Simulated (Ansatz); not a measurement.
## Band table of Os

```
Os
1.0
     0.03890    1.96445    1.96445
     1.96445    0.03890    1.96445
     1.96445    1.96445    0.03890
Os
1
Direct
  0.00000 0.00000 0.00000
```

The cell is a database entry far from equilibrium at this level of theory, probably a faulty or high-pressure entry; it serves as a test geometry alone. The listed cell was then made from it by scaling, straining or moving an atom.

No spin–orbit coupling, which matters for the heavy atoms here.

All numbers below come from DFT, PBEsol, all-electron LAPW, scalar-relativistic in Ansatz 0.2.0.

Sampling and basis: a Γ-centred 14×14×14 k mesh, Fermi–Dirac smearing of 0.03 eV, basis error target 0.25 meV/atom, no spin polarisation.

Path points, in fractions of the reciprocal vectors: Γ (0.000, 0.000, 0.000), T (0.500, 0.500, 0.500), H2 (0.245, 0.500, 0.755), H0 (-0.245, 0.245, 0.500), L (0.000, 0.000, 0.500), S0 (-0.373, 0.000, 0.373), S2 (0.000, 0.373, 0.627), F (0.000, 0.500, 0.500). Levels in eV from the Fermi level; bands 20 to 26, counted from the lowest band of the run. The gap is zero.

```
# k(1/Å) point b20 b21 b22 b23 b24 b25 b26
0.000 Γ -10.39 -3.09 -2.61 -2.61 0.11 0.11 13.41
0.274 - -9.97 -3.29 -2.47 -2.47 0.03 0.03 14.13
0.549 - -8.89 -3.60 -2.28 -2.28 0.12 0.12 14.48
0.823 - -7.78 -3.23 -2.43 -2.43 0.83 0.83 12.15
1.097 - -7.37 -2.70 -2.70 -1.67 1.79 1.79 9.52
1.371 T -7.33 -2.82 -2.82 -0.51 2.25 2.25 7.97
1.607 - -7.02 -3.14 -2.55 -1.26 2.17 3.25 7.79
1.842 - -6.20 -3.90 -2.39 -1.78 1.96 5.08 7.39
2.077 - -5.14 -4.69 -3.29 -0.78 1.85 7.05 7.14
2.312 - -5.23 -4.18 -3.83 -0.54 2.53 7.56 8.84
2.547 H2 -5.39 -3.96 -3.80 -0.72 2.96 8.93 9.73
2.769 - -5.55 -4.66 -2.91 -0.41 2.61 8.00 9.10
2.991 - -5.92 -4.92 -2.13 0.08 2.05 7.11 8.89
3.213 - -5.92 -4.92 -2.13 0.08 2.05 7.11 8.89
3.434 - -5.55 -4.66 -2.91 -0.41 2.61 8.00 9.10
3.656 H0 -5.39 -3.96 -3.80 -0.72 2.96 8.93 9.73
3.882 - -5.15 -4.28 -3.66 -0.68 2.37 7.76 8.87
4.109 - -5.21 -4.56 -2.99 -1.22 1.89 7.17 7.53
4.335 - -6.19 -3.75 -2.23 -2.01 1.98 5.29 7.89
4.561 - -6.95 -2.98 -2.95 -0.85 2.12 3.53 8.37
4.788 L -7.23 -3.19 -2.66 -0.10 2.16 2.56 8.58
5.069 - -7.24 -3.05 -2.52 -1.36 1.65 1.99 10.10
5.351 - -7.61 -3.05 -2.71 -2.18 0.58 0.79 12.45
5.633 - -8.78 -3.36 -2.57 -2.02 -0.12 -0.05 14.58
5.914 - -9.94 -3.00 -2.77 -2.38 -0.05 -0.03 14.21
6.196 Γ -10.39 -3.09 -2.61 -2.61 0.11 0.11 13.41
6.540 - -9.73 -3.05 -2.78 -2.25 -0.34 0.12 14.60
6.884 - -8.02 -3.81 -2.27 -1.78 -1.14 1.07 15.05
7.228 - -6.00 -4.11 -3.13 -1.52 -0.68 3.57 13.07
7.571 - -5.09 -4.05 -3.53 -1.09 0.69 5.47 11.45
7.915 S0 -5.99 -4.95 -2.00 0.16 1.95 6.97 8.87
8.109 - -5.67 -4.69 -2.60 -0.27 2.01 6.98 9.12
8.302 - -5.17 -4.48 -3.39 -0.66 2.19 7.48 8.71
8.495 - -5.17 -4.48 -3.39 -0.66 2.19 7.48 8.71
8.689 - -5.67 -4.69 -2.60 -0.27 2.01 6.98 9.12
8.882 S2 -5.99 -4.95 -2.00 0.16 1.95 6.97 8.87
9.000 - -6.31 -5.43 -1.27 0.72 2.30 7.54 7.84
9.117 - -6.60 -5.85 -0.44 1.28 2.58 6.25 8.84
9.235 - -6.85 -6.16 0.48 1.80 2.79 5.01 9.88
9.352 - -7.03 -6.34 1.45 2.16 2.92 3.84 10.86
9.470 F -7.09 -6.40 2.24 2.26 2.96 3.02 11.34
```
